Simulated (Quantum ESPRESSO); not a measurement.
Band energies of HgZnS₂

```xyz
4
Lattice="1.9523 1.1272 6.4745 -1.9523 1.1272 6.4745 0.0000 -2.2543 6.4745" Properties=species:S:1:pos:R:3 pbc="T T T"
S      0.0000     0.0000    16.8774
S      0.0000     0.0000     7.4535
Zn     0.0000     0.0000     9.7313
Hg     0.0000     0.0000    19.3529
```

LDA (Quantum ESPRESSO, PseudoDojo norm-conserving, 84 Ry, no spin-orbit coupling); path ΓLB1,BZΓX,QFP1Z,LP; energies in eV from the valence-band maximum.

```csv
k (1/Å),point,band 22,band 23,band 24,band 25,band 26,band 27,band 28,band 29
0.00,Γ,-1.49,-1.49,-0.40,0.00,0.00,0.32,2.36,5.65
0.47,,-3.38,-2.46,-1.98,-0.99,-0.73,2.39,3.58,4.75
0.94,L,-4.67,-2.94,-2.79,-2.39,-1.42,3.16,3.52,4.72
1.06,,-4.66,-2.97,-2.91,-2.40,-1.50,3.41,3.59,4.83
1.54,B1,-5.11,-3.58,-2.81,-2.06,-1.89,3.05,4.06,5.04
1.54,B,-5.11,-3.58,-2.81,-2.06,-1.89,3.05,4.06,5.04
1.99,,-3.94,-2.52,-2.28,-1.65,-1.16,2.75,4.12,4.29
2.44,,-2.98,-1.48,-1.36,-0.42,-0.29,2.29,2.30,4.94
2.55,Z,-2.97,-1.29,-1.29,-0.27,-0.27,2.09,2.19,4.95
3.04,Γ,-1.49,-1.49,-0.40,0.00,0.00,0.32,2.36,5.65
3.44,,-3.01,-2.16,-1.98,-0.91,-0.36,2.03,3.74,5.12
3.94,,-4.61,-3.55,-2.90,-2.76,-1.37,3.30,4.84,4.99
4.14,X,-5.05,-3.68,-2.78,-2.15,-1.87,3.09,4.31,4.92
4.14,Q,-5.05,-3.68,-2.78,-2.15,-1.87,3.09,4.31,4.92
4.24,,-5.22,-3.60,-2.48,-2.07,-1.83,2.87,3.94,4.80
4.65,F,-5.09,-2.80,-2.62,-1.30,-0.91,1.77,2.95,3.32
4.65,P1,-4.83,-2.70,-2.66,-1.76,-1.02,2.22,3.12,3.42
5.00,,-3.74,-2.32,-2.19,-1.81,-0.71,2.60,3.44,3.91
5.43,,-2.97,-1.41,-1.33,-0.36,-0.28,2.22,2.26,4.94
5.52,Z,-2.97,-1.29,-1.29,-0.27,-0.27,2.09,2.19,4.95
5.52,L,-4.67,-2.94,-2.79,-2.39,-1.42,3.16,3.52,4.72
5.85,P,-4.83,-2.70,-2.66,-1.76,-1.02,2.22,3.12,3.42
```

The LDA gap is direct, 0.32 eV at Γ.

Without spin-orbit coupling, band edges of such heavy elements can be off by tenths of an eV. So small a LDA gap in heavy elements may be inverted, where one-shot corrections to single bands mislead.

Geometry relaxed with LDA.

The structure is a Materials Project entry; no match was found in the copy of COD used, and its stability was not checked.
